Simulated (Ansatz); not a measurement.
# What DFT gives for LaScSi

```
Sc Si La
1.0
     0.00000    4.34848    0.00000
     4.34848    0.00000    0.00000
     2.17424    2.17424   -7.95093
Sc Si La
2 2 2
Direct
  0.50000 0.00000 0.00000
  0.00000 0.50000 0.00000
  0.12000 0.12000 0.76000
  0.88000 0.88000 0.24000
  0.32490 0.32490 0.35020
  0.67510 0.67510 0.64980
```

Level: r2SCAN, no spin polarisation; 500 eV; 6×6×6 Γ-centred mesh; methfessel-paxton occupations (width 0.0285 eV); Ansatz 0.2.0, fixed geometry.

Problem. Is the cell too large or too small?

Solution. The pressure is 1.4 GPa (compression positive), so with the atoms held at these fractions the cell would first expand.

Problem. Where is the largest force?

Solution. The largest is on Si3 (and as large on other atoms): 0.19 eV/Å, components (0.00, 0.00, -0.19). It makes 49° with the line to a nearest neighbour, Sc1 at 2.89 Å.

Problem. What do density and ELF say about some of the short contacts?

Solution. Sc–Si at 2.89 Å: least valence density 0.21 e/Å³ and ELF 0.26 there. Sc–Sc at 3.07 Å: least valence density 0.11 e/Å³ and ELF 0.10 there. Si–La at 3.20 Å: least valence density 0.18 e/Å³ and ELF 0.23 there. These are pseudo-fields; inside the PAW spheres they differ from the all-electron ones.

Problem. How is the charge shared?

Solution. Bader charges in e: La +1.19, Sc +1.01, Si -2.20. In the mean La gives up most and Si takes most.

Problem. What happens at the Fermi level?

Solution. It is a metal, with about 6.7 states/eV a cell as the mean within 0.25 eV of the Fermi level, mostly La d (45 %) and Sc d (38 %).

Origin: a known structure type with other elements, at an estimated volume, so it need not be a known compound. Caveats: many states at the Fermi level without spin polarisation, so a magnetic state may lie lower; f levels without a U or exact exchange are poorly placed.
